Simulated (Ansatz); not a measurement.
With DFT-PBE in the program Ansatz with PAW potentials, C in the tetragonal phase (P4_12_12; C on 4a, C on 8b) relaxes to a = 3.802 Å, c = 4.681 Å.

The Kohn–Sham gap is 4.97 eV (indirect). The valence maximum lies on the M–Γ line, 40 % of the way from M and the conduction minimum at Γ. The electron mass is 0.43 mₑ (isotropic).

An equation-of-state fit gives a bulk modulus of 394 GPa.

The start of the workflow was typed in or built on a structure type; neither database checked (COD, Materials Project) lists it. It is not the phase usual at ambient conditions (space group No. 194, 227). The cell was relaxed with PBE under the symmetry of its start; its stability against distortions is not shown here. The volume moved by 26 % from the start of the relaxation.

Potentials: the later of the program's two PAW sets.
